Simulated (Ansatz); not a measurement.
Rb$_{2}$PtF$_{6}$:
```yaml
crystal:
  lattice:
    - [5.78600, 0.00000, 0.00000]
    - [-2.89300, 5.01082, 0.00000]
    - [0.00000, 0.00000, 4.58379]
  atoms:
    - { symbol: Rb, position: [0.33333, 0.66667, 0.71254] }
    - { symbol: Rb, position: [0.66667, 0.33333, 0.28746] }
    - { symbol: Pt, position: [0.00000, 0.00000, 0.00000] }
    - { symbol: F, position: [0.83755, 0.16245, 0.77382] }
    - { symbol: F, position: [0.16245, 0.83755, 0.22618] }
    - { symbol: F, position: [0.83755, 0.67511, 0.77382] }
    - { symbol: F, position: [0.16245, 0.32489, 0.22618] }
    - { symbol: F, position: [0.32489, 0.16245, 0.77382] }
    - { symbol: F, position: [0.67511, 0.83755, 0.22618] }
```

Tensor components refer to the Cartesian frame of this cell.

**Question.** Give the high-frequency dielectric tensor and the Born effective charge tensors of the independent atoms from DFPT, the program Ansatz at the LDA level (PAW).

**Answer.** 
ε∞:
```
2.66  0.00  0.00
0.00  2.66  0.00
0.00  0.00  2.53
```
Z* of atom 1 (Rb), rows: field, columns: displacement, in e:
```
1.38  0.00  0.00
0.00  1.38  0.00
0.00  0.00  1.30
```
Z* of atom 3 (Pt), rows: field, columns: displacement, in e:
```
2.83  0.00  0.00
0.00  2.83  0.00
0.00  0.00  2.40
```
Z* of atom 4 (F), rows: field, columns: displacement, in e:
```
-1.12   0.32  -0.44
 0.32  -0.75   0.26
-0.43   0.25  -0.83
```

Space group P-3m1. The first step of the workflow began from a Materials Project structure, measured or hypothetical; the Crystallography Open Database copy checked does not list it. Its standing as an ambient phase is unchecked. Symmetry was held in the LDA relaxation; its stability against distortions is not shown here. The run is not spin-polarised. Spin–orbit coupling is left out wherever it is not named.

Potentials: the later of the program's two PAW sets.
